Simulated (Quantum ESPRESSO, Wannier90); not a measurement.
Wannierisation of YN (rock salt)

```xyz
2
Lattice="0.0000 2.4484 2.4484 2.4484 0.0000 2.4484 2.4484 2.4484 0.0000" Properties=species:S:1:pos:R:3 pbc="T T T"
Y      0.0000     0.0000     0.0000
N      2.4484     2.4484     2.4484
```

Cell from Materials Project (mp-2114), symmetrised, no further relaxation. COD (Crystallography Open Database) has an entry of this formula and space group (matched by these alone). Computed values, not measurements, from PBEsol: Quantum ESPRESSO (norm-conserving PseudoDojo potentials, cutoff 68 Ry, no spin polarisation, no spin-orbit coupling) on a Γ-centred 12×12×12 mesh, then Wannier90. Density: 12×12×12 mesh, cold smearing 0.01 Ry. The gap is small at this level and was sampled on the meshes and a path alone.

Bands 6-8 form an isolated set from -4.11 to 0.00 eV relative to the valence-band maximum (on the path) and are turned into 3 Wannier functions by minimising the spread from the start: atomic waves N 2p.

Centres (Cartesian, Å; one of the equivalent choices) and spreads:

```json
[
 {"n": "1", "x": "2.448", "y": "2.448", "z": "2.448", "spread (Å²)": "2.296", "nearest atom": "N2"},
 {"n": "2", "x": "2.448", "y": "2.448", "z": "2.448", "spread (Å²)": "2.296", "nearest atom": "N2"},
 {"n": "3", "x": "2.448", "y": "2.448", "z": "2.448", "spread (Å²)": "2.296", "nearest atom": "N2"}
]
```

Ω_I = 6.70 Å², Ω_total = 6.89 Å²; the interpolated bands follow pw.x to 4.0 meV rms on the path. Only this start was tried; a symmetric start can stop on a saddle, and mixtures of these functions could lower the total by at most Ω_total − Ω_I.
